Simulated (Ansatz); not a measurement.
# How far is PAW off for ScHg?

```
CELL_PARAMETERS angstrom
3.48000 0.00000 0.00000
0.00000 3.48000 0.00000
0.00000 0.00000 3.41040
ATOMIC_POSITIONS crystal
Sc 0.50000 0.50000 0.50000
Hg 0.00000 0.00000 0.00000
```

Atom numbers follow the list: Sc1, Hg2.

The cell is COD entry 1522352, as deposited and not checked against the literature; nothing was relaxed. The listed cell was then made from it by scaling, straining or moving an atom.

Spin polarisation is left out, and whether a magnetic state lies lower isn't shown here.

No spin–orbit coupling, which matters for the heavy atoms here.

All numbers are computed: DFT, PBEsol, PAW with Ansatz's default frozen-core files, scalar-relativistic (Ansatz 0.2.0); DFT, PBEsol, all-electron PAW with datasets made for the crystal, scalar-relativistic (Ansatz 0.2.0); DFT, PBEsol, all-electron LAPW, scalar-relativistic (Ansatz 0.2.0).

For PAW: a Γ-centred 12×12×12 k mesh, Fermi–Dirac smearing of 0.08 eV, cutoff 420 eV, no spin polarisation; the PAW files were made with PBE, and the program remakes their frozen cores for this functional. The crystal-made all-electron datasets (AE datasets) take a cutoff of 260 eV at this cell. LAPW targets a basis error of 0.5 meV/atom. The Ansatz runs share mesh, smearing and spin set-up. Plane-wave (PAW) pressures include the program's estimate of the Pulay term.

Stress and pressure are positive in compression.

Spin–orbit coupling is left out, which moves gradients at and beside heavy atoms by some per cent and at worst by a factor of two.

In a metal, gradients converge slowly with the k mesh: the values move by tens of per cent from one mesh to another, at times in sign, so only the comparison on one mesh counts.

```json
{"quantity": "pressure (GPa)", "PAW": "0.82", "AE datasets": "0.83", "LAPW": "0.83"}
{"quantity": "stress xx (GPa)", "PAW": "0.57", "AE datasets": "0.59", "LAPW": "0.58"}
{"quantity": "stress zz (GPa)", "PAW": "1.32", "AE datasets": "1.33", "LAPW": "1.33"}
{"quantity": "field gradient Vzz at Hg2 (10²¹ V/m²)", "PAW": "0.55", "AE datasets": "0.55", "LAPW": "–"}
```
